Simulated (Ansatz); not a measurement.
AlN (zinc blende, F-43m) at seven volumes, DFT-PBE in the program Ansatz with PAW potentials, scaled uniformly. One row is withheld.

```tsv
V (Å³/atom)	P (GPa)
9.706	?
10.026	13.48
10.346	6.24
10.666	0.00
10.986	-5.38
11.306	-10.03
11.626	-14.03
```

### Question
Fit the shown pressures and predict the withheld one.

### Answer
P = (3/2)B₀(x^(7/2) − x^(5/2))[1 + (3/4)(B′ − 4)(x − 1)] with x = (V₀/V)^(2/3). Least squares on the six rows gives V₀ = 10.666 Å³/atom, B₀ = 193 GPa, B′ = 3.93. At V = 9.706, x = 1.0649 and P = 21.91 GPa. The run itself gave 21.87 GPa.

The PBE relaxation kept the symmetry of its start.

Potentials: the earlier of the program's two PAW sets.
